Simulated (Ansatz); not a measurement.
KCdCO₃F:
```
CELL_PARAMETERS angstrom
      5.13210     0.00000     0.00000
     -2.56605     4.44453     0.00000
      0.00000     0.00000     4.48906
ATOMIC_POSITIONS crystal
  K  0.00000 0.00000 0.00000
  Cd 0.66667 0.33333 0.50000
  C  0.33333 0.66667 0.50000
  F  0.66667 0.33333 0.00000
  O  0.18786 0.37572 0.50000
  O  0.18786 0.81214 0.50000
  O  0.62428 0.81214 0.50000
```

x, y and z are the axes in which the lattice vectors are written.

### Question
Give the high-frequency dielectric tensor and the Born effective charge tensors of the independent atoms from DFPT, DFT-PBE in the program Ansatz with PAW potentials.

### Answer

ε∞:
```
2.99  0.00  0.00
0.00  2.99  0.00
0.00  0.00  2.42
```
Z* of atom 1 (K), rows: field, columns: displacement, in e:
```
1.16  0.00  0.00
0.00  1.16  0.00
0.00  0.00  1.33
```
Z* of atom 2 (Cd), rows: field, columns: displacement, in e:
```
2.70  0.00  0.00
0.00  2.70  0.00
0.00  0.00  2.40
```
Z* of atom 3 (C), rows: field, columns: displacement, in e:
```
2.82  0.00  0.00
0.00  2.82  0.00
0.00  0.00  0.14
```
Z* of atom 4 (F), rows: field, columns: displacement, in e:
```
-0.92   0.00   0.00
 0.00  -0.92   0.00
 0.00   0.00  -1.89
```
Z* of atom 5 (O), rows: field, columns: displacement, in e:
```
-1.55   0.00   0.00
 0.00  -2.29   0.00
 0.00   0.00  -0.66
```

Static charges for comparison (Bader): K1 +0.88, Cd2 +1.37, C3 +2.16, F4 -0.77, O5 -1.21 e. Born charges measure polarisation by displacement and can exceed these by far.

Space group P-6m2. The workflow started from an entry of the Crystallography Open Database (COD, 293 K), which files this formula under 2 space groups. Its standing as an ambient phase is unchecked. Symmetry was held in the PBE relaxation. At this level the phase is dynamically unstable (imaginary phonons). Spin–orbit coupling is left out wherever it is not named.

Potentials: the later of the program's two PAW sets.
